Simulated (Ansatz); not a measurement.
## H2SeO4: reading a single point

```xyz
14
Lattice="4.1614 2.5765 0.0000 4.1614 -2.5765 0.0000 -0.9585 -2.5765 -8.5802" Properties=species:S:1:pos:R:3 pbc="T T T"
H     3.9368   -3.3953   -7.3266
H     5.0290   -0.8188   -5.5437
H     3.4275    0.8188   -1.2536
H     2.3353   -1.7577   -3.0365
O     5.4874   -2.9187   -7.0838
O     3.4784   -0.3422   -5.7865
O     1.8769    0.3422   -1.4964
O     3.8859   -2.2343   -2.7937
Se    6.5636   -2.1844   -6.4351
Se    0.8007   -0.3921   -2.1450
O     2.9940   -3.7818   -7.5480
O     5.9717   -1.2053   -5.3223
O     4.3703    1.2053   -1.0322
O     1.3926   -1.3712   -3.2579
```

The numbers come from plane-wave PAW DFT (Ansatz): r2SCAN, no spin polarisation, 500 eV, 4×4×4 Γ-centred k points, fermi-dirac occupations (width 0.1 eV). Nothing was relaxed.

- Charges: Bader charges in e: H +0.68, Se +3.50, O -1.21. In the mean Se gives up most and O takes most.
- Stress: The pressure is 25.8 GPa (compression positive), so with the atoms held at these fractions the cell would first expand; the forces are large, so a full relaxation may end otherwise. The principal stresses 15.8, 23.9, 37.6 GPa differ, so its shape would change too.
- Electronic structure: The gap is 6.48 eV, indirect (the least direct gap found is 6.53 eV).
- Forces: The largest is on O6 (and as large on other atoms): 11.69 eV/Å, components (8.63, -6.00, 5.13). It makes 179° with the line to a nearest neighbour, Se9 at 1.46 Å, pointing away from it.
- Band edges: Within 0.7 eV of the edges, the states project mainly on O p (98 %) below the gap and on H s (35 %), Se s (19 %) and O s (16 %) above it.

Origin: a known structure type with other elements, at an estimated volume, so it need not be a known compound. Caveats: atoms or cell far from equilibrium.
